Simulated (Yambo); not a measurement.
Yambo run on CaO2H2 (space group P-3m1, No. 164). The wavefunctions are norm-conserving PBEsol (Quantum ESPRESSO, 84 Ry, without SOC) ones on a 6×6×4 mesh (12 occupied bands); a = b = 3.5812 Å, c = 4.7625 Å, α = β = 90.00°, γ = 120.00°.

Yambo input:

```
rim_cut
gw0
dyson
el_el_corr
HF_and_locXC
cohsex
em1s
RandQpts= 1000000
RandGvec= 1 Ry
EXXRLvcs= 84 Ry
VXCRLvcs= 336 Ry
Chimod= "HARTREE"
% BndsRnXs
 1 | 100 |
%
NGsBlkXs= 8 Ry
% LongDrXs
 1.0 | 1.0 | 1.0 |
%
ExtendOut
% QPkrange
 1 | 1 | 12 | 13 |
%
```

k points by index: 1 = Γ.

The o-*.qp file then holds:

```
#    K-point    Band    Eo [eV]    E [eV]    E-Eo [eV]    Vxc [eV]    Vnlxc [eV]    Sc|Eo [eV]    Re(Z)    Im(Z)
#
    1    12    0.000000    -3.523337    -3.523337    -19.35151    -25.25452    2.379676    1.000000    0.000000
    1    13    4.186720    4.304294    0.117574    -10.04190    -5.681566    -4.242764    1.000000    0.000000
```
(The two width columns are left out.) Convergence of these settings isn't established.

Geometry relaxed with PBE+D3(BJ).
